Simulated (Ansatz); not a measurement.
YCu:
```yaml
crystal:
  lattice:
    - [3.46293, 0.00000, 0.00000]
    - [0.00000, 3.46293, 0.00000]
    - [0.00000, 0.00000, 3.46293]
  atoms:
    - { symbol: Y, position: [0.00000, 0.00000, 0.00000] }
    - { symbol: Cu, position: [0.50000, 0.50000, 0.50000] }
```

Relaxed with r²SCAN. Special points in fractions of this cell's reciprocal vectors: Γ (0.000, 0.000, 0.000); X (0.000, 0.500, 0.000); M (0.500, 0.500, 0.000); R (0.500, 0.500, 0.500).

### Question
List the band energies nearest the Fermi level at these points for plane-wave PAW r²SCAN (Ansatz code).

### Answer
In eV from the Fermi level; about four levels below and three above (degenerate sets whole), none deeper than 8.9 eV; points with the same levels are listed once.

```tsv
k	below	above
Γ	-3.77 -3.77 -3.01 -3.01 -3.01	0.64 0.64 5.02 5.02 5.02
X	-3.07 -3.07 -2.93 -2.22	0.58 1.89 1.89
M	-3.30 -3.30 -2.71 -2.16	0.46 0.46 1.12
R	-2.70 -2.70 -1.82 -1.82 -1.82	1.66 6.47 6.47
```

Space group Pm-3m (CsCl type). The workflow started from a Materials Project entry (that database holds measured and hypothetical structures alike); the Crystallography Open Database copy checked does not list it. With Y and Cu taken as one species the cell has the higher symmetry Im-3m, so it may be an ordered model of a mixed-site phase. Its standing as an ambient phase is unchecked. Symmetry was held in the r²SCAN relaxation; of distortions, only those at the zone centre were tested. The run is not spin-polarised. Spin–orbit coupling is left out wherever it is not named.

Potentials: the later of the program's two PAW sets.
